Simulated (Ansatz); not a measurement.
A relaxation computed with Ansatz, from input to last step.

```yaml
crystal:
  lattice:
    - [1.5503324115, -5.3216077556, 0.0]
    - [1.5503324115, 5.3216077556, 0.0]
    - [0.0, 0.0, 4.1926607393]
  atoms:
    - { symbol: Sc, position: [0.8346912219, 0.1653087781, 0.25] }
    - { symbol: Sc, position: [0.1653087781, 0.8346912219, 0.75] }
    - { symbol: Al, position: [0.5682102952, 0.4317897048, 0.25] }
    - { symbol: Al, position: [0.4317897048, 0.5682102952, 0.75] }
basis:
  ecutwfc: 420
kpoints:
  mp_grid: { grid: [14, 14, 10] }
hamiltonian:
  xc: pbesol
scf:
  occupations: { method: gaussian, width: 0.1 }
output:
  forces: true
  stress: true
  eigenvalues: true
relax:
  adjacent_minimum: "off"
  f_tol: 0.01
  max_steps: 30
  cell: { stress_tol: 0.1, fix: [volume] }
```

```bash
ansatz run input.yaml --threads 1 --pin off --max-ram 2560MiB --backend cpu --events-out ev --progress --plain --runs-dir out
```

The calculation used Ansatz 0.2.0, DFT PBEsol, scalar-relativistic, plane waves, PAW.

The volume is held at 0.88 times that of the relaxed cell.

Of 4 frames 3 are shown, positions in Å and forces in eV/Å; the SCF threshold varies from step to step. Steps run on the plane waves of an earlier cell, with a Pulay correction in the pressure. The basis is chosen afresh for the last frame, the zero of the energies, and at times for earlier ones too; energy and pressure step there, also at an unchanged geometry.

```xyz
4
Lattice="1.5503 -5.3216 0.0000 1.5503 5.3216 0.0000 0.0000 0.0000 4.1927" Properties=species:S:1:pos:R:3:forces:R:3 pbc="T T T" step=1 free_energy_over_end_meV_per_atom=0.34 pressure_GPa=12.49
Sc    1.5503   -3.5622    1.0482    0.0000    0.0444    0.0000
Sc    1.5503    3.5622    3.1445    0.0000   -0.0444    0.0000
Al    1.5503   -0.7260    1.0482    0.0000    0.0086    0.0000
Al    1.5503    0.7260    3.1445    0.0000   -0.0086    0.0000
4
Lattice="1.5396 -5.3428 0.0000 1.5396 5.3428 0.0000 0.0000 0.0000 4.2050" Properties=species:S:1:pos:R:3:forces:R:3 pbc="T T T" step=2 free_energy_over_end_meV_per_atom=0.08 pressure_GPa=12.23
Sc    1.5396   -3.5604    1.0513    0.0000   -0.0422    0.0000
Sc    1.5396    3.5604    3.1538    0.0000    0.0422    0.0000
Al    1.5396   -0.7234    1.0513    0.0000    0.0185    0.0000
Al    1.5396    0.7234    3.1538    0.0000   -0.0185    0.0000
4
Lattice="1.5414 -5.3366 0.0000 1.5414 5.3366 0.0000 0.0000 0.0000 4.2050" Properties=species:S:1:pos:R:3:forces:R:3 pbc="T T T" step=4 free_energy_over_end_meV_per_atom=0.00 pressure_GPa=12.30
Sc    1.5414   -3.5630    1.0512    0.0000    0.0074    0.0000
Sc    1.5414    3.5630    3.1537    0.0000   -0.0074    0.0000
Al    1.5414   -0.7229    1.0512    0.0000   -0.0017    0.0000
Al    1.5414    0.7229    3.1537    0.0000    0.0017    0.0000
```

The run took 82 s on 1 thread of Arm Neoverse V2, with other jobs on the host, peak memory 0.66 GiB.